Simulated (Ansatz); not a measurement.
Values for one crystal, relaxed and computed with r²SCAN in the plane-wave PAW code Ansatz; other levels are named.

```yaml
volume_per_atom: 13.82 Å³
electronic_character: metallic (no gap)
debye_temperature_from_the_elastic_constants: 330 K
Young's modulus: 133 GPa
Formation energy from the elements (no fitted shifts): 0.004 eV/atom
Pressure derivative B′: 5.0
mechanical_stability: stable (all eigenvalues of C positive)
```

Q: Pick the material that matches.
A. AlPd3N, anti-perovskite
B. HfN, rock salt
C. TaN, P-62m (Ta on 1a, Ta on 2d, N on 3f)
D. TbAl2Ge2, P-3m1 (Tb on 1a, Al on 2d, Ge on 2d)

A: A, AlPd3N, anti-perovskite

Space group Pm-3m (anti-perovskite). The start of the workflow was typed in or built on a structure type; neither database checked (COD, Materials Project) lists it. Its standing as an ambient phase is unchecked. The r²SCAN relaxation kept the symmetry of its start; its stability against distortions is not shown here. No spin polarisation was allowed. The volume moved by 16 % from the start of the relaxation. As this level gives no gap, shear constants depend on the k-mesh and smearing (Fermi–Dirac, 0.1 eV here). The references are the lowest solids computed at this level, not always the standard phases (solids in place of the gases). Scalar-relativistic: spin–orbit coupling is off unless named, which matters more the heavier the elements.

Potentials: the later of the program's two PAW sets.
